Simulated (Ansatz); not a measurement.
Input and command of a plane-wave DFT calculation in Ansatz:

```yaml
crystal:
  lattice:
    - [3.2062346808, 0.0, 0.0]
    - [-1.6031173404, 2.7766806841, 0.0]
    - [0.0, 0.0, 33.5905553092]
  atoms:
    - { symbol: P, position: [0.3333333333, 0.6666666667, 0.2253588601] }
    - { symbol: Mo, position: [0.0, 0.0, 0.2726088035] }
    - { symbol: P, position: [0.3333333333, 0.6666666667, 0.321330099] }
    - { symbol: Mo, position: [0.0, 0.0, 0.3679618403] }
    - { symbol: P, position: [0.3333333333, 0.6666666667, 0.4176468175] }
    - { symbol: Mo, position: [0.0, 0.0, 0.4600611546] }
basis:
  ecutwfc: 420
kpoints:
  mp_grid: { grid: [12, 12, 1] }
hamiltonian:
  xc: pbesol
scf:
  occupations: { method: gaussian, width: 0.1 }
output:
  forces: true
  stress: true
  eigenvalues: true
  write_density: true
  write_potential: true
  elf: true
  volumetric_format: npy
efield:
  axis: 3
  dipole_correction: true
  ramp_width: 0.04
```

```bash
ansatz run input.yaml --threads 4 --pin off --max-ram 10240MiB --backend cpu --events-out ev --progress --plain --runs-dir out
```

Processor: AMD EPYC 9R45 96-Core Processor (Zen 5), 4 threads, on a host shared with other jobs.

Question: Estimate time, memory and problem size.

Answer: About 2.1 s on 4 threads of AMD EPYC 9R45 96-Core Processor (Zen 5), with other jobs on the host, peak memory 0.71 GiB. It solves 35 bands at 19 k points (the mesh reduced by symmetry) with about 5945 plane waves, in 9 SCF iterations.
